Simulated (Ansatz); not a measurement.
Total density of states per atom from DFT-r²SCAN+D4 in the program Ansatz with PAW potentials, in 0.25 eV bins, energy from the valence-band maximum:

```tsv
E (eV)	states/eV/atom
-7.85	0.01
-7.60	0.00
-7.35	0.00
-7.10	0.00
-6.85	0.00
-6.60	0.00
-6.35	0.00
-6.10	0.00
-5.85	0.00
-5.60	0.00
-5.35	0.00
-5.10	0.04
-4.85	0.35
-4.60	0.46
-4.35	0.37
-4.10	0.46
-3.85	0.74
-3.60	0.83
-3.35	0.94
-3.10	1.01
-2.85	0.83
-2.60	1.12
-2.35	0.82
-2.10	0.69
-1.85	0.58
-1.60	0.72
-1.35	0.87
-1.10	0.96
-0.85	1.23
-0.60	0.98
-0.35	0.36
-0.10	0.04
0.15	0.00
0.40	0.00
0.65	0.00
0.90	0.03
1.15	0.23
1.40	0.87
1.65	1.03
1.90	1.10
2.15	0.79
2.40	0.68
2.65	0.61
2.90	0.44
3.15	0.69
3.40	0.64
3.65	0.74
3.90	0.57
4.15	0.75
4.40	0.52
4.65	0.54
4.90	0.47
5.15	0.30
5.40	0.41
```

Q: Which of these materials gives this?
A. P, black phosphorus
B. Hf, hcp (Mg type)
C. Mo, bcc (W type)
D. Bi2Te3, R-3m (Bi on 6c, Te on 3a, Te on 6c)

A: D, Bi2Te3, R-3m (Bi on 6c, Te on 3a, Te on 6c). Top 1 eV of the valence band: Te 5p 88 %, Bi 6s 6 %. Bottom 1 eV of the conduction band: Bi 6p 59 %, Te 5p 30 %, Te 5s 6 %. Projections are on Löwdin-orthogonalised atomic valence shells; empty p or d shells of many metals are not among them.

The cell was relaxed with r²SCAN+D4 under the symmetry of its start. Scalar-relativistic: spin–orbit coupling is off unless named, which matters more the heavier the elements.

Potentials: the later of the program's two PAW sets.
